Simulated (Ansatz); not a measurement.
FeSi:
```
CELL_PARAMETERS angstrom
      4.40333     0.00000     0.00000
      0.00000     4.40333     0.00000
      0.00000     0.00000     4.40333
ATOMIC_POSITIONS crystal
  Fe 0.13688 0.13688 0.13688
  Fe 0.36312 0.86312 0.63688
  Fe 0.63688 0.36312 0.86312
  Fe 0.86312 0.63688 0.36312
  Si 0.84101 0.84101 0.84101
  Si 0.65899 0.15899 0.34101
  Si 0.34101 0.65899 0.15899
  Si 0.15899 0.34101 0.65899
```

Relaxed with PBEsol. Special points in fractions of this cell's reciprocal vectors: Γ (0.000, 0.000, 0.000); X (0.000, 0.500, 0.000); M (0.500, 0.500, 0.000); R (0.500, 0.500, 0.500); X1 (0.500, 0.000, 0.000).

### Question
List the band energies nearest the valence-band maximum at these points for PBEsol in the plane-wave PAW code Ansatz.

### Answer
In eV from the valence-band maximum; about four levels below and three above (degenerate sets whole), none deeper than 8.9 eV; points with the same levels are listed once.

```tsv
k	below	above
Γ	-0.30 -0.30 -0.30 -0.05 -0.05	0.68 0.68 0.68
X	-0.40 -0.40 -0.02 -0.02	0.18 0.18 1.77 1.77
M	-1.07 -1.07 -0.38 -0.38	0.64 0.64 1.34 1.34
R	-0.70 -0.70 -0.70 -0.70	0.49 0.49 0.49 0.49
```

Space group P2_13. The PBEsol relaxation kept the symmetry of its start. The workflow began spin-polarised and lost its moments.

Potentials: the later of the program's two PAW sets.
